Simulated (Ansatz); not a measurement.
**Property card for C**

C:
```xyz
12
Lattice="2.5123 0.0000 0.0000 -1.2562 2.1757 0.0000 0.0000 0.0000 12.3917" Properties=species:S:1:pos:R:3 pbc="T T T"
C      1.2562     0.7252     4.3984
C      0.0000     1.4505     7.9934
C      0.0000     1.4505    10.5942
C      1.2562     0.7252     1.7975
C      1.2562     0.7252     0.2573
C      0.0000     1.4505    12.1344
C      0.0000     1.4505     6.4532
C      1.2562     0.7252     5.9386
C      0.0000     0.0000     8.5110
C      0.0000     0.0000     3.8807
C      0.0000     0.0000     2.3152
C      0.0000     0.0000    10.0766
```

Space group P6_3/mmc (No. 194); conventional cell a = 2.512 Å, b = 2.512 Å, c = 12.392 Å, α = 90.00°, β = 90.00°, γ = 120.00°.

Method: r²SCAN (plane waves, PAW; program Ansatz). Structure relaxed to zero pressure with the same functional. Other levels are named where they apply.

**Cell and energy**

```json
{
  "volume_per_atom": "5.64 Å³",
  "density": "3.53 g/cm³"
}
```

**Electronic structure**

```json
{
  "band_gap": "4.66 eV (indirect)",
  "valence_band_maximum": "at Γ",
  "conduction_band_minimum": "on the Γ–M line, 73 % of the way from Γ (6 equivalent valleys)",
  "smallest_direct_gap_on_the_standard_path": "5.68 eV",
  "electron_effective_mass": "0.23, 0.66, 1.3 mₑ (principal values)",
  "Hole effective mass, band 1 of 2 at the edge": "0.75 along x, 0.65 along z (mₑ)",
  "Hole effective mass, band 2 of 2 at the edge": "0.26 along x, 0.65 along z (mₑ)",
  "HSE06 gap on the r²SCAN cell": "5.61 eV"
}
```

**Mechanics**

```json
{
  "Bulk modulus (Birch–Murnaghan fit)": "451 GPa",
  "Pressure derivative B′": "3.7",
  "Elastic constants (relaxed ions, GPa)": "C11 = 1220, C12 = 93.7, C13 = 41.6, C33 = 1270, C44 = 512",
  "mechanical_stability": "stable (all eigenvalues of C positive)",
  "hill_bulk_and_shear_moduli": "451 and 551 GPa",
  "Young's modulus": "1170 GPa",
  "Poisson's ratio": "0.07",
  "debye_temperature_from_the_elastic_constants": "2280 K"
}
```

**Dielectric response**

```json
{
  "Electronic dielectric constant ε∞ (DFPT)": "5.72 (xx = yy), 5.88 (zz)"
}
```

**Phonons**

```json
{
  "highest_zone_centre_frequency": "1337 cm⁻¹",
  "zone_centre_stability": "no imaginary mode at Γ",
  "dynamical_stability_on_the_path": "stable (no imaginary branch)",
  "zero_point_energy": "183.2 meV/atom",
  "Vibrational entropy at 300 K": "2.3 J/(K·mol of atoms)"
}
```

The workflow started from a Materials Project entry (that database holds measured and hypothetical structures alike). Its sites differ from those of the usual phase in this space group: another stacking or structure type. The cell was relaxed with r²SCAN under the symmetry of its start.

Potentials: the later of the program's two PAW sets.
